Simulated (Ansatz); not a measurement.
Re:
Space group Fm-3m (No. 225); a = b = c = 3.8934 Å, α = β = γ = 90.00°

```json
[
 {"atom": "Re", "site": "4a", "symmetry": "m-3m", "x": "0.0000", "y": "0.0000", "z": "0.0000"}
]
```
(The calculation used a cell of 1 atom; values per cell refer to that cell.)

Relaxed with r²SCAN.

Task: Tabulate the valence density and the electron localisation function along the shortest Re–Re contact (2.75 Å), r²SCAN (plane waves, PAW; program Ansatz).

Result: 

```csv
distance from Re (Å),density (e/Å³),ELF
0.28,6.94,0.56
0.41,6.33,0.71
0.55,4.73,0.73
0.69,2.91,0.65
0.83,1.57,0.46
0.96,0.86,0.30
1.10,0.56,0.28
1.24,0.46,0.35
1.38,0.43,0.40
1.51,0.46,0.35
1.65,0.56,0.28
1.79,0.86,0.30
1.93,1.57,0.46
2.06,2.91,0.65
2.20,4.73,0.73
2.34,6.33,0.71
2.48,6.94,0.56
```

The density is the valence pseudo-density with augmentation charge, so density and ELF within about 1 Å of a nucleus are not all-electron values.

A made-up cell: these elements were put on the sites of a structure type; the Crystallography Open Database files this formula in space group No. 225, but the cells were not matched. It is not the phase usual at ambient conditions (space group No. 194). Symmetry was held in the r²SCAN relaxation; its stability against distortions is not shown here. The run is not spin-polarised. Spin–orbit coupling is left out wherever it is not named.

Potentials: the later of the program's two PAW sets.
